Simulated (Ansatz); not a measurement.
NbSi:
```
NbSi
1.0
    0.00000     2.56872     2.56872
    2.56872     0.00000     2.56872
    2.56872     2.56872     0.00000
Si Nb
1 1
Direct
  0.00000   0.00000   0.00000
  0.50000   0.50000   0.50000
```

Relaxed with r²SCAN. Special points in fractions of this cell's reciprocal vectors: Γ (0.000, 0.000, 0.000); X (0.500, 0.000, 0.500); U (0.625, 0.250, 0.625); K (0.375, 0.375, 0.750); L (0.500, 0.500, 0.500); W (0.500, 0.250, 0.750).

List the band energies nearest the Fermi level at these points for r²SCAN (plane waves, PAW; program Ansatz).

In eV from the Fermi level; about four levels below and three above (degenerate sets whole), none deeper than 8.9 eV; … stands for higher levels left out; points with the same levels are listed once.

| k | below | above |
|---|---|---|
| Γ | -1.30 -1.30 -1.30 -0.90 -0.90 | … |
| X | -3.84 -3.32 -0.12 -0.12 | 0.23 2.14 2.14 |
| U | -4.27 -3.86 -2.37 -0.04 | 1.63 2.73 3.30 |
| L | -7.70 -6.32 -3.53 -3.53 | 1.40 1.40 2.75 |
| W | -8.33 -3.81 -3.81 -3.41 | 1.67 1.67 2.00 |

Space group Fm-3m (rock salt). A made-up cell: these elements were put on the sites of a structure type; neither database checked (COD, Materials Project) lists it. Whether it is the stable phase at ambient conditions was not checked. The cell was relaxed with r²SCAN under the symmetry of its start; its stability against distortions is not shown here. The run is not spin-polarised. Scalar-relativistic: spin–orbit coupling is off unless named, which matters more the heavier the elements.

Potentials: the later of the program's two PAW sets.
